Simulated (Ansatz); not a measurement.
Consider a crystal of Ba3TaH9 in space group P-3m1 (No. 164), with Ba on 2d and 1a; Ta on 1b; H on 6i and 3e. The cell of Ba3TaH9 is invented: perovskite family, AX3 layers stacked ABC (A site Ba; B site Ta vacant; X site H).

The calculation used DFT PBE, scalar-relativistic, plane waves, PAW in Ansatz 0.2.0. Cutoff 420 eV, Γ-centred mesh, Gaussian smearing, no spin polarisation.

Formation energies are uncorrected and refer to the elements' standard structures at the same level (H₂ as a molecule).

Q: Give the relaxed lattice parameters and positions.

A:

Space group P-3m1 (No. 164). a = 5.765 Å, b = 5.765 Å, c = 7.222 Å, α = 90.00°, β = 90.00°, γ = 120.00°
| atom | site | symmetry | x | y | z |
| --- | --- | --- | --- | --- | --- |
| Ba | 2d | 3m. | 0.6667 | 0.3333 | 0.7221 |
| Ba | 1a | -3m. | 0.0000 | 0.0000 | 0.0000 |
| Ta | 1b | -3m. | 0.0000 | 0.0000 | 0.5000 |
| H | 6i | .m. | 0.1534 | 0.3068 | 0.6557 |
| H | 3e | .2/m. | 0.5000 | 0.0000 | 0.0000 |

Around Ba on a site of symmetry 3m lie 3 H at 2.61 Å, 6 H at 2.92 Å, 3 H at 3.27 Å and 3 Ta at 3.69 Å; Ba on a site of symmetry -3m is surrounded by 12 H at 2.88–2.92 Å and 2 Ta at 3.61 Å; Ta has 6 H at 1.90 Å and 8 Ba at 3.61–3.69 Å; around H on a site of symmetry m lie 1 Ta at 1.90 Å, 4 H at 2.65–2.72 Å, 3 Ba at 2.92 Å, 4 H at 3.03–3.11 Å and 1 Ba at 3.27 Å; 1 more site not described. Another local minimum with the same sites may exist.

Q: Where does its energy lie, and is it a metal?

A: The energy over the elements is −0.17 eV/atom and the gap on the 6×6×6 mesh of the 13-atom cell is 0 eV (a metal). It lies below the elements, which doesn't yet make it stable against other compounds or structures.

The last run used Gaussian smearing of 0.10 eV. These runs have no spin–orbit coupling, which can matter for Ta. The cell is a metal run without spin; a magnetic state may lie lower. With hydrogen, zero-point motion can shift formation energies by some tens of meV/atom. A structure relaxed within its symmetry needn't be a true minimum.
